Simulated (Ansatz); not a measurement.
Given:

TaAl:
```cif
data_AlTa
_chemical_formula_sum 'Ta1 Al1'
_space_group_name_H-M_alt 'P 1'
_space_group_IT_number 1
_cell_length_a 3.20786
_cell_length_b 3.20786
_cell_length_c 3.20786
_cell_angle_alpha 90.000
_cell_angle_beta 90.000
_cell_angle_gamma 90.000
loop_
_space_group_symop_operation_xyz
  'x, y, z'
loop_
_atom_site_label
_atom_site_type_symbol
_atom_site_fract_x
_atom_site_fract_y
_atom_site_fract_z
_atom_site_occupancy
Ta1 Ta 0.00000 0.00000 0.00000 1
Al1 Al 0.50000 0.50000 0.50000 1
```

This is the r²SCAN-relaxed structure.

Task: All from plane-wave PAW r²SCAN (Ansatz code), unless another level is named. Give the density of states at the Fermi level.

Result: 0.96 states/eV per atom (mean over ±0.08 eV).

Task: Give the formation energy from the elements (no fitted shifts).

Result: 0.068 eV/atom.

Space group Pm-3m (CsCl type). The start of the workflow was typed in or built on a structure type; neither database checked (COD, Materials Project) lists it. Its standing as an ambient phase is unchecked. Symmetry was held in the r²SCAN relaxation. At this level the phase is mechanically unstable. The run is not spin-polarised. The references are the lowest solids computed at this level, not always the standard phases. Scalar-relativistic: spin–orbit coupling is off unless named, which matters more the heavier the elements.

Potentials: the later of the program's two PAW sets.
